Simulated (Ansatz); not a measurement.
A: AgBr (rock salt), a = 5.841 Å, b = 5.841 Å, c = 5.841 Å, α = 90.00°, β = 90.00°, γ = 90.00°
B: KCl (rock salt), a = 6.3812 Å, b = 6.3812 Å, c = 6.3812 Å, α = 90.00°, β = 90.00°, γ = 90.00°
C: Li2O (anti-fluorite), a = 4.626 Å, b = 4.626 Å, c = 4.626 Å, α = 90.00°, β = 90.00°, γ = 90.00°
D: BeS (zinc blende), a = b = c = 4.8760 Å, α = β = γ = 90.00°

Scan: energy over volume and axial ratio (atoms clamped). All come from one method, each on a k mesh of its own. All were relaxed with their symmetry unable to fall.

Question: Order them by shear modulus C′ = (C11 − C12)/2 (fitted) (lowest first) at the level PBE (plane waves to 420 eV, PAW, scalar-relativistic; Ansatz, an electronic-structure program).

Answer: A (10 GPa), B (15 GPa), D (48 GPa), C (92 GPa)

(Under strain, the slope of the energy per volume gives the stress and its curvature an elastic modulus.)
